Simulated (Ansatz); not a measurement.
SrCl₂:
```xyz
3
Lattice="0.0000 3.4002 3.4002 3.4002 0.0000 3.4002 3.4002 3.4002 0.0000" Properties=species:S:1:pos:R:3 pbc="T T T"
Sr     0.0000     0.0000     0.0000
Cl     1.7001     1.7001     1.7001
Cl     5.1003     5.1003     5.1003
```

x, y and z are the axes in which the lattice vectors are written.

### Question
Give the high-frequency dielectric tensor and the Born effective charge tensors of the independent atoms from DFPT, the program Ansatz at the LDA level (PAW).

### Answer

ε∞:
```
3.13  0.00  0.00
0.00  3.13  0.00
0.00  0.00  3.13
```
Z* of atom 1 (Sr), rows: field, columns: displacement, in e:
```
2.49  0.00  0.00
0.00  2.49  0.00
0.00  0.00  2.49
```
Z* of atom 2 (Cl), rows: field, columns: displacement, in e:
```
-1.24   0.00   0.00
 0.00  -1.24   0.00
 0.00   0.00  -1.24
```

Space group Fm-3m (fluorite). The cell was relaxed with LDA under the symmetry of its start. Spin–orbit coupling is left out wherever it is not named.

Potentials: the later of the program's two PAW sets.
